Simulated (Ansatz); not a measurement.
**What DFT gives for I₄O**

```
O I
1.0
     5.99884    0.00000    0.00000
     0.00000    5.99884    0.00000
     0.00000    0.00000    5.99884
O I
1 4
Direct
  0.00000 0.00000 0.00000
  0.25000 0.25000 0.25000
  0.75000 0.75000 0.25000
  0.25000 0.75000 0.75000
  0.75000 0.25000 0.75000
```

The numbers come from plane-wave PAW DFT (Ansatz): r2SCAN, no spin polarisation, 500 eV, 6×6×6 Γ-centred k points, fermi-dirac occupations (width 0.1 eV). Nothing was relaxed.

(1) What do density and ELF say about some of the short contacts?

(2) Is there a gap?

(3) Is it stable against the elements?

(4) What does the stress say?

Origin: a known structure type with other elements, at an estimated volume, so it need not be a known compound. Caveats: many states at the Fermi level without spin polarisation, so a magnetic state may lie lower.

Answers

(1) O–I at 2.60 Å: least valence density 0.29 e/Å³ and ELF 0.31 there. These are pseudo-fields; inside the PAW spheres they differ from the all-electron ones.

(2) It is a metal, with about 9.3 states/eV a cell as the mean within 0.25 eV of the Fermi level, mostly I p (89 %).

(3) 0.77 eV an atom against the elements' usual phases (free molecules for gases, crystals otherwise, with no correction for O₂ or N₂), so at this geometry it isn't bound against them. Relaxing would lower it.

(4) The pressure is -4.6 GPa (compression positive), so with the atoms held at these fractions the cell would first shrink.
